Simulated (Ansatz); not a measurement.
## Is this Li₂CaO₂ structure a true minimum?

It was reached by relaxing an invented guess, and it needn't be the stable form of this composition.

These are results of DFT PBE, scalar-relativistic, plane waves, PAW in Ansatz, not measurements. Cutoff 420 eV; k points 12×12×4 on the computed 5-atom cell (Γ-centred); Gaussian smearing, width 0.02 eV; no spin polarisation.

The cell below (5 atoms, space group P-3m1 (No. 164)) is relaxed within its symmetry.

```cif
data_structure
_symmetry_space_group_name_H-M 'P 1'
_symmetry_Int_Tables_number 1
_cell_length_a 3.3597
_cell_length_b 3.3597
_cell_length_c 5.4718
_cell_angle_alpha 90.000
_cell_angle_beta 90.000
_cell_angle_gamma 120.000
_cell_volume 53.49
loop_
_atom_site_label
_atom_site_type_symbol
_atom_site_fract_x
_atom_site_fract_y
_atom_site_fract_z
_atom_site_occupancy
Li1 Li 0.33333 0.66667 0.88395 1
Li2 Li 0.66667 0.33333 0.11605 1
Ca1 Ca 0.00000 0.00000 0.50000 1
O1 O 0.33333 0.66667 0.24373 1
O2 O 0.66667 0.33333 0.75627 1
```

For the test a repeat of it with 10 atoms (edges 3.36, 3.36, 10.94 Å) was strained at random (σ = 1.5 % a component), the atoms were moved at random (σ = 0.05 Å), and all was relaxed again on a coarse 6×6×2 mesh (in the run’s order of axes) with 0.10 eV smearing, with no symmetry imposed.

Question: What happens?

Answer: It returns, within 1 meV/atom of the unmoved cell on that mesh and with the same symmetry when read at 0.1 Å (C2/m at 0.01 Å, so small strains and shifts remain). No instability shows in this cell; modes of other wave vectors, which need another repeat, aren't tested.
